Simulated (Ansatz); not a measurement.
W (bcc (W type)), relaxed with PBE (Ansatz, a first-principles code, plane waves, PAW): a = 3.184 Å, b = 3.184 Å, c = 3.184 Å, α = 90.00°, β = 90.00°, γ = 90.00°.

**Question.** The same phase is relaxed and computed with r²SCAN in the same code. What is the cell now?

**Answer.** a = 3.1689 Å, b = 3.1689 Å, c = 3.1689 Å, α = 90.00°, β = 90.00°, γ = 90.00°.

All cells were relaxed under the symmetry of their starts (and spin orders); stability against distortions was not tested throughout. Rows with no word on spin ran without spin polarisation. Scalar-relativistic: spin–orbit coupling is off unless named, which matters more the heavier the elements.

Potentials: the earlier of the program's two PAW sets.

Ansatz is a plane-wave DFT program.
